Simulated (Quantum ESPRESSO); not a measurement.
## Li2Ga2W2IrHf (input and log of a self-consistent run)

A calculation, not a measurement. The program is pw.x of Quantum ESPRESSO 7.5 (plane-wave density functional theory). The cell is made up: eight metal atoms on a face-centred cubic lattice, with elements, volume, strain and displacements drawn at random and not relaxed, so it may be unstable or far from any real phase. PseudoDojo standard norm-conserving files set the functional (PBE unless stated); there is no spin polarisation or spin-orbit coupling, the Fermi-Dirac width of 0.25 eV means electrons at about 2900 K, and the masses in the input are unused placeholders. Heavy elements are run without spin-orbit coupling, which real alloys of them have. A spin test at this wide smearing found no moment, but such smearing suppresses magnetism that the real alloy may have.

Input:

```
&control calculation='scf', pseudo_dir='./dojo.nc.sr.pbe.v0_5.standard.upf', outdir='./o', disk_io='medium', tprnfor=.true., tstress=.true. /
&system ibrav=0, nat=8, ntyp=5, nbnd=58, ecutwfc=84.00895049, nosym=.true., tot_charge=0,
 occupations='smearing', smearing='fd', degauss=0.0183746611
/
&electrons conv_thr=1.470e-08, electron_maxstep=70, mixing_beta=0.5 /
ATOMIC_SPECIES
Ga 1.0 Ga.upf
Hf 1.0 Hf.upf
Ir 1.0 Ir.upf
Li 1.0 Li.upf
W 1.0 W.upf
CELL_PARAMETERS angstrom
-2.0812 -4.2429 -2.0843
-4.2188 2.1569 2.0698
-0.0403 4.2637 -4.17
ATOMIC_POSITIONS angstrom
Li 0.0232 -0.0475 0.0139
Ga 0.0635 2.1673 -2.0845
W -2.103 2.1729 0.0522
Ir -2.1653 4.2444 -2.0492
Hf -2.1111 0.0537 -2.1011
Ga -2.1815 2.0756 -4.1992
Li -4.21 0.0622 -0.0852
W -4.2309 2.1896 -2.1205
K_POINTS automatic
5 5 4 1 1 1
```

The log is shortened where brackets say so; the opening notice, blank lines, dates and the lines on written files are dropped, and the path of the files is cut. It prints rydbergs, bohrs and kilobars, and counts compression as positive stress. Its total energy is the free energy E - TS of the whole cell.

```
     Program PWSCF v.7.5
     Parallel version (MPI & OpenMP), running on       1 processor cores
     Number of MPI processes:                 1
     Threads/MPI process:                     1
     [start-up lines left out]
     bravais-lattice index     =            0
     lattice parameter (alat)  =       9.7606  a.u.
     unit-cell volume          =    1008.1523 (a.u.)^3
     number of atoms/cell      =            8
     number of atomic types    =            5
     number of electrons       =        89.00
     number of Kohn-Sham states=           58
     kinetic-energy cutoff     =      84.0090  Ry
     charge density cutoff     =     336.0358  Ry
     scf convergence threshold =      1.5E-08
     mixing beta               =       0.5000
     number of iterations used =            8  plain     mixing
     Exchange-correlation= PBE
                           (   1   4   3   4   0   0   0)
     [axes and pseudopotential details left out]
   Cartesian axes
     site n.     atom                  positions (alat units)
         1        Li     tau(   1) = (   0.0044917  -0.0091964   0.0026912  )
         2        Ga     tau(   2) = (   0.0122941   0.4196075  -0.4035767  )
         3        W      tau(   3) = (  -0.4071584   0.4206917   0.0101064  )
         4        Ir     tau(   4) = (  -0.4192203   0.8217515  -0.3967423  )
         5        Hf     tau(   5) = (  -0.4087267   0.0103968  -0.4067906  )
         6        Ga     tau(   6) = (  -0.4223567   0.4018536  -0.8130004  )
         7        Li     tau(   7) = (  -0.8150913   0.0120424  -0.0164954  )
         8        W      tau(   8) = (  -0.8191377   0.4239249  -0.4105466  )
     number of k points=    50  Fermi-Dirac smearing, width (Ry)=  0.0184
                       cart. coord. in units 2pi/alat
        k(    1) = (  -0.1720282   0.0252213  -0.1273775), wk =   0.0400000
        k(    2) = (  -0.2090768   0.1384582  -0.3208944), wk =   0.0400000
     [further k points left out]
     Dense  grid:   104841 G-vectors     FFT dimensions: (  60,  60,  72)
     Estimated max dynamical RAM per process >     186.64 MB
     Initial potential from superposition of free atoms
     starting charge      88.9825, renormalised to      89.0000
     Starting wfcs are   62 randomized atomic wfcs
     total cpu time spent up to now is       16.6 secs
     per-process dynamical memory:   109.5 Mb
     Self-consistent Calculation
     iteration #  1     ecut=    84.01 Ry     beta= 0.50
     Davidson diagonalization with overlap
     ethr =  1.00E-02,  avg # of iterations =  4.0
     Threshold (ethr) on eigenvalues was too large:
     Diagonalizing with lowered threshold
     Davidson diagonalization with overlap
     ethr =  2.92E-04,  avg # of iterations =  5.5
     total cpu time spent up to now is      124.2 secs
     total energy              =    -981.04717116 Ry
     estimated scf accuracy    <       0.28191074 Ry
     iteration #  2     ecut=    84.01 Ry     beta= 0.50
     Davidson diagonalization with overlap
     ethr =  3.17E-04,  avg # of iterations =  2.3
     total cpu time spent up to now is      170.9 secs
     total energy              =    -980.84349140 Ry
     estimated scf accuracy    <       2.75056085 Ry
     iteration #  3     ecut=    84.01 Ry     beta= 0.50
     Davidson diagonalization with overlap
     ethr =  3.17E-04,  avg # of iterations =  2.0
     total cpu time spent up to now is      221.0 secs
     total energy              =    -981.12320860 Ry
     estimated scf accuracy    <       0.14863039 Ry
     iteration #  4     ecut=    84.01 Ry     beta= 0.50
     Davidson diagonalization with overlap
     ethr =  1.67E-04,  avg # of iterations =  1.4
     total cpu time spent up to now is      257.8 secs
     total energy              =    -981.12159174 Ry
     estimated scf accuracy    <       0.11005684 Ry
     iteration #  5     ecut=    84.01 Ry     beta= 0.50
     Davidson diagonalization with overlap
     ethr =  1.24E-04,  avg # of iterations =  1.1
     total cpu time spent up to now is      291.1 secs
     total energy              =    -981.13077857 Ry
     estimated scf accuracy    <       0.04959810 Ry
     [iterations 6 to 8 left out]
     iteration #  9     ecut=    84.01 Ry     beta= 0.50
     Davidson diagonalization with overlap
     ethr =  1.76E-07,  avg # of iterations =  1.7
     total cpu time spent up to now is      469.5 secs
     total energy              =    -981.13462031 Ry
     estimated scf accuracy    <       0.00004555 Ry
     iteration # 10     ecut=    84.01 Ry     beta= 0.50
     Davidson diagonalization with overlap
     ethr =  5.12E-08,  avg # of iterations =  1.6
     total cpu time spent up to now is      507.7 secs
     total energy              =    -981.13462394 Ry
     estimated scf accuracy    <       0.00000127 Ry
     iteration # 11     ecut=    84.01 Ry     beta= 0.50
     Davidson diagonalization with overlap
     ethr =  1.43E-09,  avg # of iterations =  5.0
     total cpu time spent up to now is      557.6 secs
     total energy              =    -981.13462438 Ry
     estimated scf accuracy    <       0.00000038 Ry
     iteration # 12     ecut=    84.01 Ry     beta= 0.50
     Davidson diagonalization with overlap
     ethr =  4.22E-10,  avg # of iterations =  2.0
     total cpu time spent up to now is      601.4 secs
     total energy              =    -981.13462444 Ry
     estimated scf accuracy    <       0.00000004 Ry
     iteration # 13     ecut=    84.01 Ry     beta= 0.50
     Davidson diagonalization with overlap
     ethr =  4.01E-11,  avg # of iterations =  2.0
     total cpu time spent up to now is      651.0 secs
     End of self-consistent calculation
     [lines on levels left out]
!    total energy              =    -981.13462444 Ry
     estimated scf accuracy    <          4.3E-09 Ry
     smearing contrib. (-TS)   =      -0.10636885 Ry
     internal energy E=F+TS    =    -981.02825559 Ry
     The total energy is F=E-TS. E is the sum of the following terms:
     one-electron contribution =    -361.69951029 Ry
     hartree contribution      =     221.01207498 Ry
     xc contribution           =    -228.20904578 Ry
     ewald contribution        =    -612.13177449 Ry
     convergence has been achieved in  13 iterations
     Forces acting on atoms (cartesian axes, Ry/au):
     atom    1 type  4   force =    -0.00237073   -0.00300814    0.01198545
     atom    2 type  1   force =     0.00277353   -0.00674510    0.00015530
     atom    3 type  5   force =    -0.01883829   -0.02864142   -0.03845260
     atom    4 type  3   force =    -0.01535930    0.02910159    0.00735425
     atom    5 type  2   force =    -0.01529735    0.00893673   -0.01280574
     atom    6 type  1   force =    -0.01475602    0.00040953   -0.00778234
     atom    7 type  4   force =     0.00465363   -0.00384076    0.01689028
     atom    8 type  5   force =     0.05919454    0.00378757    0.02265539
     Total force =     0.095456     Total SCF correction =     0.000145
     Computing stress (Cartesian axis) and pressure
          total   stress  (Ry/bohr**3)                   (kbar)     P=     -159.77
  -0.00100501  -0.00012027  -0.00006835         -147.84      -17.69      -10.06
  -0.00012027  -0.00115205  -0.00008924          -17.69     -169.47      -13.13
  -0.00006835  -0.00008924  -0.00110119          -10.06      -13.13     -161.99
     init_run     :     15.37s CPU     16.43s WALL (       1 calls)
     electrons    :    604.99s CPU    634.47s WALL (       1 calls)
     forces       :      9.08s CPU      9.23s WALL (       1 calls)
     stress       :     38.10s CPU     39.70s WALL (       1 calls)
     [timing details left out]
     PWSCF        :  11m 7.88s CPU  11m40.49s WALL
     JOB DONE.
```

In other units: free energy -13349.017 eV for the cell, pressure -15.98 GPa, largest force component 1.522 eV/Å in size. The run took 702 s of wall time with one process on a shared machine (AMD EPYC, Zen 5, virtual cores), so the time is rough. A rerun of this cell at a higher cutoff and on a denser mesh moved values by no more than 0.002 eV in energy, 0.03 GPa in stress and 0.010 eV/Å in force, and a second program with other atomic files agreed on that cell to 2 % rms in force and 0.5 GPa in pressure.